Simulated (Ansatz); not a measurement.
Here is the system:

Relaxed Ru (hcp, Mg type):

```
CELL_PARAMETERS angstrom
      5.40913     0.00000     0.00000
     -1.35228     2.34222     0.00000
      0.00000     0.00000     4.26009
ATOMIC_POSITIONS crystal
  Ru 0.16667 0.66667 0.75000
  Ru 0.66667 0.66667 0.75000
  Ru 0.33333 0.33333 0.25000
  Ru 0.83333 0.33333 0.25000
```

A phonon eigenvector at M = (0.5, 0.0, 0.0) is frozen into this cell: atom i moves by Q times the vector below, so Q is the largest atomic displacement, in Å. The cell is held. (q is in reciprocal vectors of the primitive cell; the cell shown is doubled to hold the pattern.)

| atom | x | y | z |
|---|---|---|---|
| Ru1 | 0.000 | 0.000 | -1.000 |
| Ru2 | 0.000 | 0.000 | 1.000 |
| Ru3 | 0.000 | 0.000 | -1.000 |
| Ru4 | 0.000 | 0.000 | 1.000 |

The numbers are results of r2SCAN (plane waves to 500 eV, PAW, scalar-relativistic; Ansatz, a quantum-chemistry and plane-wave program), not measurements. k mesh 10×20×11 (Γ-centred), Fermi-Dirac smearing 0.05 eV. E stands for the smeared free energy. With partly filled bands, energies and forces of such displacements shift with the k mesh and the smearing. Ru is run without spin polarisation. Ru was relaxed with its symmetry unable to fall. ΔE is measured from the undisplaced structure.

The scan covers Q from -0.100 to 0.100 Å in 13 points.

Q: Which space group does the distorted structure have?

A: Pnnm (No. 58), lowered from P6_3/mmc.

Q: Is this a single well or a double well?

A: A single well with its minimum at or next to zero displacement.

Q: What is the energy change at Q = 0.100 Å?

A: 237 meV/cell.

Q: What harmonic wavenumber does the curvature at Q = 0 give?

A: 175 cm⁻¹.

(For displaced atoms, the force is minus the slope of the energy, and its curvature is a force constant, which sets phonon frequencies.)
